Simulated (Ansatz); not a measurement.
Total density of states per atom from plane-wave PAW r²SCAN (Ansatz code), in 0.25 eV bins, energy from the valence-band maximum:

```
E (eV)  states/eV/atom
------  --------------
-5.20             0.00
-4.95             0.12
-4.70             0.43
-4.45             0.99
-4.20             1.03
-3.95             0.97
-3.70             0.70
-3.45             0.89
-3.20             0.65
-2.95             0.66
-2.70             0.77
-2.45             0.71
-2.20             0.90
-1.95             0.94
-1.70             0.95
-1.45             1.10
-1.20             1.04
-0.95             1.08
-0.70             1.12
-0.45             0.69
-0.20             0.24
0.05              0.03
0.30              0.00
0.55              0.00
0.80              0.00
1.05              0.00
1.30              0.00
1.55              0.00
1.80              0.00
2.05              0.00
2.30              0.00
2.55              0.00
2.80              0.00
3.05              0.00
3.30              0.00
3.55              0.00
3.80              0.00
4.05              0.00
4.30              0.14
4.55              0.39
4.80              0.63
5.05              0.67
5.30              0.78
5.55              0.54
5.80              0.83
6.05              0.79
6.30              0.69
6.55              0.74
6.80              0.49
7.05              0.35
7.30              0.68
7.55              0.53
7.80              0.82
8.05              0.41
8.30              0.45
8.55              0.57
8.80              0.49
9.05              0.58
```

Problem. Pick the material that matches.
A. Zr5Sn3Se, P6_3/mcm (Zr on 4d, Zr on 6g, Sn on 6g, Se on 2b)
B. ZrO2, P2_1/c (Zr on 4e, O on 4e, O on 4e)
C. Mo2P2O11, P2_1/m (Pearson symbol mP30)
D. Zr3Ga2, P4/mbm (Zr on 2a, Zr on 4h, Ga on 4g)

Solution. B, ZrO2, P2_1/c (Zr on 4e, O on 4e, O on 4e). Top 1 eV of the valence band: O 2p 93 %. Bottom 1 eV of the conduction band: Zr 4d 86 %, O 2p 10 %. Projections are on Löwdin-orthogonalised atomic valence shells; empty p or d shells of many metals are not among them.

The r²SCAN relaxation kept the symmetry of its start. The run is not spin-polarised. Scalar-relativistic: spin–orbit coupling is off unless named, which matters more the heavier the elements.

Potentials: the earlier of the program's two PAW sets.
